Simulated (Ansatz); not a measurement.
One crystal and one scan (scan of one atom of the cell) at two levels, PBE-D3(BJ) (plane waves to 420 eV, PAW, scalar-relativistic; Ansatz, a program for electronic structure) and r2SCAN+rVV10 (plane waves to 500 eV, PAW, scalar-relativistic; Ansatz), each from its own relaxed cell and on its own mesh. The cell shown is that of PBE-D3(BJ).

Starting cell, SnO (litharge type, space group P4/nmm):

```xyz
4
Lattice="3.8362 0.0000 0.0000 0.0000 3.8362 0.0000 0.0000 0.0000 4.7574" Properties=species:S:1:pos:R:3 pbc="T T T"
Sn     1.9181     0.0000     1.1581
Sn     0.0000     1.9181     3.5993
O      0.0000     0.0000     0.0000
O      1.9181     1.9181     0.0000
```

In each cell atom 4 (O, nearest neighbour Sn at 2.241 Å; its periodic images, 3.8 Å or more away, move with it) moves by s·(0.707, 0.707, 0.000) (along Cartesian [110]), the rest being held.

Energies are smeared free energies. SnO was relaxed with its symmetry unable to fall. The PAW data are Ansatz's earlier set. With partly filled bands, energies and forces of such displacements shift with the k mesh and the smearing. Percentages come from the unrounded values. Both scans cover s from -0.220 to 0.220 Å.

```csv
quantity,PBE-D3(BJ),r2SCAN+rVV10,PBE-D3(BJ) − r2SCAN+rVV10
Lattice constant a (Å),3.836,3.793,+0.043 (+1.1 %)
Lattice constant c (Å),4.757,4.764,-0.007 (-0.1 %)
Relaxed volume (Å³/atom),17.50,17.13,+0.37 (+2.2 %)
Energy at s = 0.220 Å (meV/cell),190,215,-25 (-11 %)
Force along the line at s = -0.220 Å (eV/Å),1.774,2.002,-0.228 (-11 %)
Force constant k = d²E/ds² at s = 0 (finite differences) (eV/Å²),7.65,8.63,-0.98 (-11 %)
```

PBE-D3(BJ) gives the higher value for: lattice constant a; relaxed volume. PBE-D3(BJ) gives the lower value for: energy at s = 0.220 Å; force along the line at s = -0.220 Å; force constant k = d²E/ds² at s = 0. They agree on: lattice constant c (within 0.2 %). (PBE-D3(BJ)) At this level the bands of SnO touch or barely overlap; measurements give the solid a gap. (r2SCAN+rVV10) At this level the bands of SnO touch or barely overlap; measurements give the solid a gap. Both give the same symmetry of the curve: even: the same for both signs. Neither level is exact: the differences show how much the result hangs on the functional.

ΔE (meV/cell), each from the undisplaced structure of its own level:

```
s (Å)   PBE-D3(BJ)  r2SCAN+rVV10
------  ----------  ------------
-0.220         190           215
-0.176         121           136
-0.132          67            76
-0.088          30            34
-0.044           7             8
0.000            0             0
0.044            7             8
0.088           30            34
0.132           67            76
0.176          121           136
0.220          190           215
```

(For displaced atoms, the force is minus the slope of the energy, and its curvature is a force constant, which sets phonon frequencies.)
